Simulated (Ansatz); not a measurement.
NbP:
Space group I4₁md (No. 109); a = 3.3204 Å, b = 3.3204 Å, c = 11.2884 Å, α = 90.00°, β = 90.00°, γ = 90.00°

```
atom  site  symmetry       x       y       z
----  ----  --------  ------  ------  ------
Nb      4a      2mm.  0.0000  0.0000  0.7502
P       4a      2mm.  0.0000  0.0000  0.3324
```
(The calculation used a cell of 4 atoms; values per cell refer to that cell.)

Relaxed with PBEsol. PBEsol (plane waves, PAW; program Ansatz) gives no gap.

Problem. What gap does HSE06 give on the same cell (Ansatz, PAW)?

Solution. It stays without a gap at the points solved. The hybrid was solved on a coarser mesh and at special points; its gap is the smallest among all of these. On such a mesh it can open a false gap in a semimetal.

```csv
k,v1 PBEsol,c1 PBEsol,v1 HSE06,c1 HSE06
Γ,-1.42,0.76,-1.62,1.22
M,-0.55,1.15,-0.69,1.64
X,-0.51,3.03,(withheld),(withheld)
P,-0.49,3.05,-0.69,3.80
N,-0.12,-0.01,(withheld),(withheld)
S0,-0.25,0.14,(withheld),(withheld)
R,-0.56,2.82,(withheld),(withheld)
```

Problem. Top valence (v1) and lowest conduction level (c1) in eV from each method's valence maximum (which need not be a listed point): supply the withheld HSE06 values.

Solution. 
- S0, v1 HSE06: 0.00
- S0, c1 HSE06: 0.31
- N, v1 HSE06: -0.02
- N, c1 HSE06: 0.28
- X, v1 HSE06: -0.71
- X, c1 HSE06: 3.80
- R, v1 HSE06: -0.75
- R, c1 HSE06: 3.54

Cost on shared cores: the PBEsol run (SCF on a 17×17×17 mesh, then bands and DOS) around 2.3 core-minutes (rough), the HSE06 run (SCF on 9×9×9, then a few points) about 12 core-minutes (a rough figure); the tasks are unlike.

Space group I4_1md. Symmetry was held in the PBEsol relaxation; of distortions, only those at the zone centre were tested. The run is not spin-polarised. A small band overlap can be real or an error of a semilocal functional. Spin–orbit coupling is left out wherever it is not named.

Potentials: the earlier of the program's two PAW sets.
